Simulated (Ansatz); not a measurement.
Calculated with Ansatz: CaMg$_{2}$Ag$_{2}$, relaxation

Launch command:

```bash
ansatz run input.yaml --threads 2 --pin off --max-ram 3584MiB --backend cpu --events-out ev --progress --plain --runs-dir out
```

input.yaml:

```yaml
crystal:
  lattice:
    - [4.34785, 0.0, 0.0]
    - [-2.173925, 3.76535, 0.0]
    - [0.0, 0.0, 7.042566]
  atoms:
    - { symbol: Ca, position: [0.0, 0.0, 0.0] }
    - { symbol: Mg, position: [0.3333, 0.6667, 0.6301] }
    - { symbol: Mg, position: [0.6667, 0.3333, 0.3699] }
    - { symbol: Ag, position: [0.3333, 0.6667, 0.2413] }
    - { symbol: Ag, position: [0.6667, 0.3333, 0.7587] }
  symmetry: { tolerance: 0.0003 }
kpoints:
  mp_grid: { grid: [8, 8, 5], shift: [0, 0, 0] }
magnetization:
  spin_polarized: false
scf:
  occupations: { method: gaussian, width: 0.1264 }
  lower_state_search: "off"
hamiltonian:
  pseudopotentials: { kind: paw }
  xc: r2scan
basis:
  ecutwfc: 500
  fft_grid_basis: typed
relax:
  max_steps: 60
  cell: { p_target: 0.0 }
  f_tol: 0.03
output:
  forces: true
  stress: true
  eigenvalues: true
  bader: true
  populations: true
  elf: true
  write_potential: true
  volumetric_format: npy
  dos:
    e_range: [-12, 8]
    de: 0.05
    projected: { site_lists: { Ag: [Ag], Ca: [Ca], Mg: [Mg] } }
checkpoint:
  read: saved_state
```

Origin of the cell: a known structure type with other elements, at an estimated volume, so it need not be a known compound.

The saved state is a converged single point of the same cell.

Steps («new basis» is an SCF on plane waves selected anew at the same cell):

| step | ΔF (meV/atom) | max force component (eV/Å) | P (GPa) | volume (Å³) | SCF iterations | step was |
| --- | --- | --- | --- | --- | --- | --- |
| 1 | 0.0 | 0.232 | 4.41 | 115.30 | 8 | accepted |
| 2 | -30.0 | 0.079 | -0.34 | 127.27 | 8 | accepted |
| 3 | -32.8 | 0.037 | -0.20 | 126.40 | 8 | accepted |
| 4 | -43.1 | 0.139 | 0.09 | 123.88 | 8 | accepted |
| 5 | -61.9 | 0.283 | 0.31 | 121.59 | 8 | accepted |
| 6 | -86.8 | 0.436 | 0.63 | 119.13 | 8 | accepted |
| 7 | -119.1 | 0.244 | 0.61 | 117.64 | 9 | accepted |
| 8 | -125.1 | 0.304 | 0.92 | 117.22 | 8 | accepted |
| 9 | -117.5 | 0.218 | -1.78 | 124.21 | 8 | rejected |
| 10 | -131.0 | 0.026 | 0.45 | 117.81 | 10 | accepted |
| 11 | -131.1 | 0.012 | -0.31 | 119.82 | 7 | accepted |
| 12 | -131.4 | 0.002 | 0.00 | 118.96 | 5 | accepted |
| 13 | -132.6 | 0.002 | 0.01 | 118.96 | 7 | new basis |

Before:

Space group P-3m1 (No. 164); the run's cell has a = 4.348 Å, b = 4.348 Å, c = 7.043 Å, α = 90.00°, β = 90.00°, γ = 120.00°. Shortest distances: Ag–Mg 2.67 Å, Ag–Ca 3.03 Å, Mg–Mg 3.11 Å.

The relaxed structure.

Space group P-3m1 (No. 164); the run's cell has a = 4.956 Å, b = 4.956 Å, c = 5.593 Å, α = 90.00°, β = 90.00°, γ = 120.00°. Shortest distances: Ag–Mg 2.74 Å, Ag–Ca 2.98 Å, Mg–Mg 3.25 Å, Ag–Ag 3.31 Å, Ca–Mg 3.50 Å.

```
CELL_PARAMETERS angstrom
4.95563 0.00000 0.00000
-2.47782 4.29170 0.00000
0.00000 0.00000 5.59346
ATOMIC_POSITIONS crystal
Ca 0.00000 0.00000 0.00000
Mg 0.33333 0.66667 0.63830
Mg 0.66667 0.33333 0.36170
Ag 0.33333 0.66667 0.14891
Ag 0.66667 0.33333 0.85109
```

| Property | Result |
| --- | --- |
| Free energy lowered by | 132.6 meV/atom |
| Volume change | 3.18 % |
| Final pressure | 0.01 GPa |
| Relaxation steps listed | 13 |
| Formation energy (elements under the same functional, gases as molecules, uncorrected) | -0.144 eV/atom |

Caveats: the relaxation held the start's symmetry, so the end may be a saddle point.

Time: 3.1 min on 2 threads of Arm Neoverse V2, on a shared host, peak memory 0.81 GiB, from a saved density.
